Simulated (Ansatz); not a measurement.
PtSe$_{2}$: computed property card

PtSe$_{2}$:
Space group P6₃/mmc (No. 194); a = 3.655 Å, b = 3.655 Å, c = 11.438 Å, α = 90.00°, β = 90.00°, γ = 120.00°

| atom | site | symmetry | x | y | z |
|---|---|---|---|---|---|
| Pt | 2c | -6m2 | 0.3333 | 0.6667 | 0.2500 |
| Se | 4f | 3m. | 0.6667 | 0.3333 | 0.1208 |

Space group P6_3/mmc (No. 194); conventional cell a = b = 3.6546 Å, c = 11.4382 Å, α = β = 90.00°, γ = 120.00°.

Method: plane-wave PAW PBE (Ansatz code). Geometry: relaxed at this level of theory. Other levels are named where they apply.

**Cell and energy**

```yaml
volume_per_atom: 22.05 Å³
density: 8.86 g/cm³
Formation energy from the elements (no fitted shifts): 0.011 eV/atom
```

**Electronic structure**

```yaml
electronic_character: metallic (no gap)
Density of states at the Fermi level: 0.59 states/eV per atom (mean over ±0.08 eV)
```

**Mechanics**

```yaml
Bulk modulus (Birch–Murnaghan fit): 25.0 GPa
Pressure derivative B′: 13.6
```

The cell is a constructed one: a structure type filled with these elements; neither database checked (COD, Materials Project) lists it. COD files the formula under space group No. 164, so this cell is another polymorph or a model. Whether it is the stable phase at ambient conditions was not checked. The PBE relaxation kept the symmetry of its start; its stability against distortions is not shown here. No spin polarisation was allowed. A crystal of weakly bound layers computed without a dispersion correction: the cell and the soft elastic constants depend strongly on that. The references are the lowest solids computed at this level, not always the standard phases. Scalar-relativistic: spin–orbit coupling is off unless named, which matters more the heavier the elements.

Potentials: the later of the program's two PAW sets.
